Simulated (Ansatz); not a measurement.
The start is a relaxed Te cell, doubled along one cell vector, shaken by Gaussian noise of σ = 0.08 Å a coordinate. Cell shape, volume and atoms are optimised at zero target pressure with PBEsol (plane waves to 420 eV, PAW, scalar-relativistic; Ansatz, an electronic-structure program). The first steps use a coarse 6×6×3 k-mesh.

Starting cell:
```
CELL_PARAMETERS angstrom
      0.00000     3.53077     3.53077
      3.53077     0.00000     3.53077
      7.06155     7.06155     0.00000
ATOMIC_POSITIONS crystal
  Te 0.24086 0.28926 0.12552
  Te 0.22454 0.24836 0.63652
  Te 0.99184 0.99238 0.00135
  Te 0.99286 0.99637 0.50456
```

### Question
What is the largest force in the starting geometry, and on which atom (counted from 1)?

### Answer
About 0.6 eV/Å, on Te1 (atoms numbered as listed).

### Question
By how much does the energy per atom fall from start to end?

### Answer
0.47 eV/atom.

### Question
Does it find its way back to the structure it was made from?

### Answer
It does not go back: it reaches Cmmm (No. 65), 0.49 eV/atom below the parent.

### Question
How do the shortest distances between atoms change?

### Answer
The closest pairs of elements (up to four, under 3.6 Å), start → end: Te–Te 2.87 → 3.15 Å.

### Question
Is the relaxed structure metallic? Give its gap.

### Answer
No gap (metallic).

### Question
What does it relax into? Give the structure.

### Answer

Space group Cmmm (No. 65); a = 4.374 Å, b = 4.530 Å, c = 3.148 Å, α = β = γ = 90.00°

```tsv
atom	site	symmetry	x	y	z
Te	2d	mmm	0.5000	0.5000	0.5000
```
(The calculation used a cell of 1 atom; values per cell refer to that cell.)

Final values are on a 15×15×15 k-mesh of the relaxed cell. No spin polarisation in the result.

The relaxed structure here is a generated cell of Te: the first start was made by placing the elements on the sites of a structure type, and the end was not matched to a known phase here, so it may be hypothetical. Known forms of Te include space group No. 152.
